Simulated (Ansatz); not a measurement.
Input, command and steps of an Ansatz relaxation.

```yaml
crystal:
  lattice:
    - [4.2235396149, 0.0, 0.0]
    - [-2.1117698074, 3.6576926004, 0.0]
    - [0.0, 0.0, 5.1803032353]
  atoms:
    - { symbol: Te, position: [0.6666666667, 0.3333333333, 0.2886587539] }
    - { symbol: Te, position: [0.3333333333, 0.6666666667, 0.7113412461] }
    - { symbol: Au, position: [0.0, 0.0, 0.0] }
basis:
  ecutwfc: 420
kpoints:
  mp_grid: { grid: [12, 12, 8] }
hamiltonian:
  xc: lda
scf:
  occupations: { method: gaussian, width: 0.1 }
output:
  forces: true
  stress: true
  eigenvalues: true
relax:
  adjacent_minimum: "off"
  f_tol: 0.005
  max_steps: 50
  cell: { stress_tol: 0.05 }
```

```bash
ansatz run input.yaml --threads 1 --pin off --max-ram 2560MiB --backend cpu --events-out ev --progress --plain --runs-dir out
```

The calculation used Ansatz, DFT LDA, scalar-relativistic, plane waves, PAW.

Of 6 frames 6 are shown, positions in Å and forces in eV/Å; the SCF threshold varies from step to step. Steps run on the plane waves of an earlier cell, with a Pulay correction in the pressure. The basis is chosen afresh for the last frame, the zero of the energies, and at times for earlier ones too; energy and pressure step there, also at an unchanged geometry. The mark taken_back stands on steps that the optimiser undid.

```xyz
3
Lattice="4.2235 0.0000 0.0000 -2.1118 3.6577 0.0000 0.0000 0.0000 5.1803" Properties=species:S:1:pos:R:3:forces:R:3 pbc="T T T" step=1 free_energy_over_end_meV_per_atom=34.12 pressure_GPa=-5.50
Te    2.1118    1.2192    1.4953    0.0000    0.0000   -0.2315
Te    0.0000    2.4385    3.6850    0.0000    0.0000    0.2315
Au    0.0000    0.0000    0.0000    0.0000    0.0000    0.0000
3
Lattice="4.0225 0.0000 0.0000 -2.0112 3.4836 0.0000 0.0000 0.0000 4.9279" Properties=species:S:1:pos:R:3:forces:R:3 pbc="T T T" step=2 free_energy_over_end_meV_per_atom=43.52 pressure_GPa=8.48 taken_back
Te    2.0112    1.1612    1.4210    0.0000    0.0000    0.3726
Te    0.0000    2.3224    3.5069    0.0000    0.0000   -0.3726
Au    0.0000    0.0000    0.0000    0.0000    0.0000    0.0000
3
Lattice="4.1405 0.0000 0.0000 -2.0703 3.5858 0.0000 0.0000 0.0000 5.0718" Properties=species:S:1:pos:R:3:forces:R:3 pbc="T T T" step=3 free_energy_over_end_meV_per_atom=0.44 pressure_GPa=-0.99
Te    2.0703    1.1953    1.4646    0.0000    0.0000   -0.0416
Te    0.0000    2.3905    3.6072    0.0000    0.0000    0.0416
Au    0.0000    0.0000    0.0000    0.0000    0.0000    0.0000
3
Lattice="4.1224 0.0000 0.0000 -2.0612 3.5701 0.0000 0.0000 0.0000 5.0507" Properties=species:S:1:pos:R:3:forces:R:3 pbc="T T T" step=4 free_energy_over_end_meV_per_atom=-0.49 pressure_GPa=0.17
Te    2.0612    1.1900    1.4587    0.0000    0.0000    0.0059
Te    0.0000    2.3801    3.5920    0.0000    0.0000   -0.0059
Au    0.0000    0.0000    0.0000    0.0000    0.0000    0.0000
3
Lattice="4.1248 0.0000 0.0000 -2.0624 3.5722 0.0000 0.0000 0.0000 5.0540" Properties=species:S:1:pos:R:3:forces:R:3 pbc="T T T" step=5 free_energy_over_end_meV_per_atom=-0.50 pressure_GPa=0.00
Te    2.0624    1.1907    1.4595    0.0000    0.0000    0.0002
Te    0.0000    2.3815    3.5945    0.0000    0.0000   -0.0002
Au    0.0000    0.0000    0.0000    0.0000    0.0000    0.0000
3
Lattice="4.1248 0.0000 0.0000 -2.0624 3.5722 0.0000 0.0000 0.0000 5.0540" Properties=species:S:1:pos:R:3:forces:R:3 pbc="T T T" step=6 free_energy_over_end_meV_per_atom=0.00 pressure_GPa=0.00
Te    2.0624    1.1907    1.4595    0.0000    0.0000    0.0005
Te    0.0000    2.3815    3.5945    0.0000    0.0000   -0.0005
Au    0.0000    0.0000    0.0000    0.0000    0.0000    0.0000
```

The run took 85 s on 1 thread of Arm Neoverse V2 (shared host), peak memory 0.51 GiB.

Spin–orbit coupling is left out, which can shift energies with elements as heavy as these.